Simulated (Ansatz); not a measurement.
The end of the path is a generated cell of ZrS3: the first start was made by placing the elements on the sites of a structure type, and the end was not matched to a known phase here, so it may be hypothetical.

A geometry of ZrS$_{3}$ away from equilibrium: the start of the relaxation of a generated trial cell of ZrS3 in the AFLOW prototype AB3_mC16_12_g_ij (D0_15, as in AlCl3). Level of theory: PBE (plane waves to 420 eV, PAW, scalar-relativistic; Ansatz, an electronic-structure program). Γ-centred k-mesh 5×5×4 on the run's cell (coarser than for final values), Fermi–Dirac smearing 0.05 eV.

```xyz
8
Lattice="2.9333 -5.0759 0.0000 2.9333 5.0759 0.0000 -1.9099 0.0000 5.7919" Properties=species:S:1:pos:R:3 pbc="T T T"
Zr     2.9333    -3.3887     0.0000
Zr     2.9333     3.3887     0.0000
S      0.8273     0.0000     1.3107
S      3.1293     0.0000     4.4812
S      3.9811    -1.8140     1.3020
S     -0.0245    -1.8140     4.4899
S     -0.0245     1.8140     4.4899
S      3.9811     1.8140     1.3020
```

What forces act on the atoms (eV/Å)?


| atom | Fx | Fy | Fz |
|---|---|---|---|
| Zr1 | 0.00 | 0.09 | 0.00 |
| Zr2 | 0.00 | -0.09 | 0.00 |
| S3 | 2.33 | 0.00 | 3.88 |
| S4 | -2.33 | 0.00 | -3.88 |
| S5 | -1.16 | 1.98 | 3.78 |
| S6 | 1.16 | 1.98 | -3.78 |
| S7 | 1.16 | -1.98 | -3.78 |
| S8 | -1.16 | -1.98 | 3.78 |

What is the pressure?

+28.9 GPa, compression positive.

The relaxed cell holds bonded S–S pairs (2.13 Å). No spin polarisation in the result.

The run could not lose the symmetry of its start, so the end can be a saddle point.
